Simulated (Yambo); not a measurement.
A G0W0@PBEsol run in Yambo for Na2CO3 (space group C2/m, No. 12) (2×2×2 Γ-centred k mesh, bands 5 to 232 and a 7 Ry block in the screening, 232 bands in G with the Bruneval-Gonze terminator, plasmon pole fitted at 27.2 eV) gives these matrix elements, in eV, at the band edges (Γ → Γ):

```csv
state,E0,<Vxc>,<Σx>,<Σc(E0)>,Z
valence edge,0.000,-20.247,-26.386,3.985,0.816
conduction edge,3.291,-8.740,-4.653,-2.854,0.886
```

Solve the linearised quasiparticle equation for both states, give the gap, and say how exchange and correlation each act on it.

E = E0 + Z(Σx + Σc − Vxc). Valence: 0.000 + 0.816 × (-26.386 + (3.985) − (-20.247)) = -1.76 eV. Conduction: 3.291 + 0.886 × (-4.653 + (-2.854) − (-8.740)) = 4.38 eV. The gap is 6.14 eV, against 3.29 eV in PBEsol. Replacing Vxc by bare exchange alone would open it by 10.23 eV; correlation takes back 6.84 eV of that, and Z scales what is left. Nearest settings tried, and what they do to the gap: 155 bands in G: -3 meV; 155 bands in W, 155 bands in G: +43 meV; 6 Ry block (245 vectors against 331): -50 meV; 2×2×1 mesh: -112 meV. So the settings aren't converged at that level. The k mesh is coarse. 

Geometry of the Materials Project entry, not relaxed at this level; primitive cell a = 5.2951 Å, b = 5.2951 Å, c = 6.2852 Å, α = 94.93°, β = 94.93°, γ = 59.88°.
